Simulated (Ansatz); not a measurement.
# Notes on a calculation: Nb (bcc)

**The experiment.** The Crystallography Open Database holds a cell as deposited of cubic Nb (space group Im-3m), temperature not stated (1975): a = 3.306 Å, 18.07 Å³/atom.

Method: r²SCAN, scalar-relativistic; no spin polarisation; PAW, 500 eV, 18×18×18 k-mesh, Gaussian smearing of 0.05 eV; code Ansatz. The datasets are Ansatz's generated set soft_2.

The first cell, 1 % under the database's volume:

```cif
data_structure
_symmetry_space_group_name_H-M 'P 1'
_symmetry_Int_Tables_number 1
_cell_length_a 2.8579
_cell_length_b 2.8579
_cell_length_c 2.8579
_cell_angle_alpha 109.471
_cell_angle_beta 109.471
_cell_angle_gamma 109.471
_cell_volume 17.97
loop_
_atom_site_label
_atom_site_type_symbol
_atom_site_fract_x
_atom_site_fract_y
_atom_site_fract_z
_atom_site_occupancy
Nb1 Nb 0.00000 0.00000 0.00000 1
```

The runs in order:

| run | level | k-mesh | kind | V (Å³/atom) | P (GPa) | E − E(final) (meV/atom) | gap on the mesh (eV) |
| --- | --- | --- | --- | --- | --- | --- | --- |
| 1 | PBE, 420 eV | 8×8×8 | fixed cell | 17.97 | 2.1 | – | metal |
| 2 | PBE, 420 eV | 8×8×8 | fixed cell | 18.22 | -0.4 | – | metal |
| 3 | r²SCAN | 18×18×18 | fixed cell | 18.22 | -1.7 | 1.0 | metal |
| 4 | r²SCAN | 18×18×18 | fixed cell | 18.02 | 0.2 | 0.0 | metal |
| 5 | r²SCAN | 18×18×18 | fixed cell | 18.04 | 0.0 | 0.0 | metal |

The final structure (symmetry read at 0.01 Å). The structure is cubic, space group Im-3m (No. 229). Conventional cell: a = 3.304 Å, b = 3.304 Å, c = 3.304 Å, α = 90.00°, β = 90.00°, γ = 90.00°. Nb (site symmetry m-3m) has 8 Nb at 2.86 Å as nearest neighbours. (Shells end 15 % past the nearest neighbour.)

At the final geometry the gap, band path included, is zero (metallic). 

**Reading the result.**

The calculation's cell holds 13 valence electrons, an odd number. Without magnetic order each band takes two, so one stays part-filled and the crystal must be a metal. (Only strong correlation, outside this picture, could make a Mott insulator of it.)

**Comparison.** The computed cell (3.304 Å, 18.04 Å³/atom) differs from the database's by −0.2 % in volume, about −0.1 % in length. Agreement this close is partly luck: the calculation is for a static lattice, the crystal has zero-point motion and thermal expansion.
